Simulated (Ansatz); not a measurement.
# TaO₂: a film clamped to a substrate

Method: DFT PBEsol, scalar-relativistic, plane waves, PAW in Ansatz. Settings: plane waves to 420 eV, k-mesh 10×10×16 (Γ-centred), Gaussian smearing 0.15 eV. Spin–orbit coupling is left out, which matters for the heavy elements here. No spin polarisation. Energies are free energies at this smearing, counted from the undisturbed cell; pressure is positive in compression.

The undisturbed cell (relaxed at this level; it needn't be the usual structure):

```xyz
6
Lattice="4.9509 0.0000 0.0000 0.0000 4.9509 0.0000 0.0000 0.0000 2.8508" Properties=species:S:1:pos:R:3 pbc="T T T"
Ta    0.0000    0.0000    1.4254
Ta    2.4755    2.4755    0.0000
O     3.5322    1.4188    1.4254
O     1.4188    3.5322    1.4254
O     1.0567    1.0567    0.0000
O     3.8942    3.8942    0.0000
```

The cell (6 atoms, V0 = 69.88 Å³) is strained by p along both x and y and by q along z, fractional coordinates fixed. τp = (1/V0) ∂E/∂p = (σxx + σyy)(1 + p)(1 + q) and τq = (1/V0) ∂E/∂q = σzz(1 + p)², with tension positive.

| p | q | ΔE (meV/atom) | τp (GPa) | τq (GPa) |
| --- | --- | --- | --- | --- |
| 0.000 | 0.000 | 0.00 | 0.13 | -0.08 |
| -0.040 | 0.000 | 83.56 | -60.75 | -16.71 |
| 0.040 | 0.000 | 68.35 | 44.51 | 12.13 |
| 0.000 | -0.040 | 31.39 | -14.98 | -22.65 |
| 0.000 | 0.040 | 24.98 | 13.65 | 16.37 |

**Question.** Get the second derivatives of the energy density.

**Answer.** Central differences give A = ∂τp/∂p = 1316 GPa (C11 + C22 + 2 C12), C = ∂τq/∂q = 488 GPa (C33) and the cross term B = ∂τq/∂p = 361 GPa (C13 + C23); ∂τp/∂q = 358 GPa must equal B, and any difference shows higher-order terms. Steps this large leave an error of some per cent of A or C in all of these, which can swamp a small B. The ions are clamped.

**Question.** A film of this crystal grows with z along the normal on a substrate that imposes p. How does its thickness respond, and what does the misfit cost?

**Answer.** Count p and q from the stress-free cell. A free surface needs τq = 0, so q = −(B/C) p = -0.74 p. The energy density left is (A − B²/C) p²/2 = M p², with the biaxial modulus M = 525 GPa; a misfit of 1 % costs 3.81 meV/atom, against 4.78 meV/atom if the thickness were held.

At p = 0.080 the energies along q are 251.2 (q = -0.080), 214.3 (q = -0.040), 246.7 (q = 0.000), 329.0 (q = 0.040), 446.1 (q = 0.080) meV/atom.

**Question.** Does the linear rule hold at this misfit?

**Answer.** A parabola through the lowest point and its neighbours has its minimum at q = -0.039, 214.3 meV/atom. With the stress left in the starting cell, τp0 and τq0, linear elasticity gives q = −(τq0 + Bp)/C = -0.059 and E = V0(τp0 p + τq0 q + Ap²/2 + Bpq + Cq²/2)/N = 245.2 meV/atom. The energies differ by more than a tenth, so the quadratic law fails here: the gap holds the anharmonic part, with some error from the wide steps. Cubic terms also shift the vertex of so wide a parabola.

Forces appear on the atoms along this scan, and letting them relax would lower the energy and soften the response. No gap shows at this level, though a semilocal functional can close a small gap that the real compound has; without a gap these slopes depend on the k mesh and the smearing.